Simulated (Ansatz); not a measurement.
CoGe:
```xyz
8
Lattice="5.7636 1.8565 0.0000 -5.7636 1.8565 0.0000 -0.8092 0.0000 4.7939" Properties=species:S:1:pos:R:3 pbc="T T T"
Co     0.0000     0.0000     0.0000
Co    -0.4046     0.0000     2.3969
Co     2.9464     1.8565     3.2275
Co    -3.7556     1.8565     1.5663
Ge     3.5043     1.8565     0.8679
Ge    -4.3135     1.8565     3.9260
Ge     0.5790     1.8565     1.3506
Ge    -1.3882     1.8565     3.4432
```

Relaxed with PBEsol. Special points in fractions of this cell's reciprocal vectors: Γ (0.000, 0.000, 0.000); C (0.277, 0.277, 0.000); C2 (-0.277, 0.723, 0.000); Y2 (-0.500, 0.500, 0.000); M2 (-0.500, 0.500, 0.500); D (-0.266, 0.734, 0.500); D2 (0.266, 0.266, 0.500); A (0.000, 0.000, 0.500); L2 (0.000, 0.500, 0.500); V2 (0.000, 0.500, 0.000).

**Question.** List the band energies nearest the Fermi level at these points for PBEsol in the plane-wave PAW code Ansatz.

**Answer.** In eV from the Fermi level; about four levels below and three above (degenerate sets whole), none deeper than 8.9 eV; points with the same levels are listed once.

```json
[
 {"k": "Γ", "below": "-0.90 -0.48 -0.47 -0.12", "above": "0.60 0.94 0.98"},
 {"k": "C", "below": "-0.58 -0.56 -0.48 -0.48", "above": "0.61 1.70 1.78"},
 {"k": "Y2", "below": "-0.47 -0.41 -0.35 -0.15", "above": "0.47 1.36 2.20"},
 {"k": "M2", "below": "-1.03 -0.95 -0.79 -0.35", "above": "0.41 0.95 1.18"},
 {"k": "D", "below": "-0.60 -0.57 -0.55 -0.05", "above": "1.21 1.22 2.73"},
 {"k": "A", "below": "-0.95 -0.82 -0.70 -0.43", "above": "0.12 0.69 1.71"},
 {"k": "L2", "below": "-0.66 -0.54 -0.49 -0.09", "above": "0.92 1.48 2.60"},
 {"k": "V2", "below": "-0.67 -0.57 -0.50 -0.48", "above": "0.59 1.58 2.00"}
]
```

Space group C2/m. The first step of the workflow began from a Materials Project structure, measured or hypothetical; the Crystallography Open Database copy checked does not list it. Whether it is the stable phase at ambient conditions was not checked. The PBEsol relaxation kept the symmetry of its start; of distortions, only those at the zone centre were tested. No spin polarisation was allowed. Spin–orbit coupling is left out wherever it is not named.

Potentials: the later of the program's two PAW sets.
